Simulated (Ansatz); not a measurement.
Mg2Si:
```xyz
3
Lattice="0.0000 3.1686 3.1686 3.1686 0.0000 3.1686 3.1686 3.1686 0.0000" Properties=species:S:1:pos:R:3 pbc="T T T"
Si     0.0000     0.0000     0.0000
Mg     1.5843     1.5843     1.5843
Mg     4.7528     4.7528     4.7528
```

Relaxed with HSE06.

Q: Give the Bader charges and basin volumes of the independent atoms, plane-wave PAW HSE06 (Ansatz code).

A: 

```tsv
atom	Bader charge (e)	Bader volume (Å³)
Si1	-3.07	49.0
Mg2	+1.53	7.3
```

Space group Fm-3m (fluorite or antifluorite type). Symmetry was held in the HSE06 relaxation.

Potentials: the later of the program's two PAW sets.
